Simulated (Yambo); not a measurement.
G0W0@PBEsol for a free-standing AgI monolayer (symmetry P-3m1, slab cell 17.3 Å high) in Yambo. Reference settings: 6×6×1 Γ-centred k mesh, bands 9 to 123 and a 5 Ry block in the screening, 123 bands in G with the Bruneval-Gonze terminator, plasmon pole fitted at 27.2 eV, slab-truncated Coulomb interaction, stochastic integration of W near q = 0. The PBEsol gap Γ → Γ on this mesh is 2.02 eV; G0W0 gaps are taken between the same points.

The settings were changed. The gap went from 3.93 eV to 3.88 eV, and the shift of the valence edge from -0.91 eV to -0.71 eV.

Q: Which change was made?
A) 84 bands in W, 84 bands in G
B) no stochastic integration of W
C) 54 bands in W, 54 bands in G
D) no terminator

A: D, no terminator. The others gave (gap, valence shift): 84 bands in W, 84 bands in G: 3.99, -0.82 eV; no stochastic integration of W: 4.63, -1.28 eV; 54 bands in W, 54 bands in G: 4.10, -0.71 eV.

Spin-orbit coupling is not included.

Geometry relaxed with PBEsol; primitive cell a = 4.4103 Å, b = 4.4103 Å, c = 17.3000 Å, α = 90.00°, β = 90.00°, γ = 120.00°.

This is a model layer cut from the bulk structure; whether it is stable on its own was not checked.

A shift is the quasiparticle energy of the state minus its PBEsol energy.
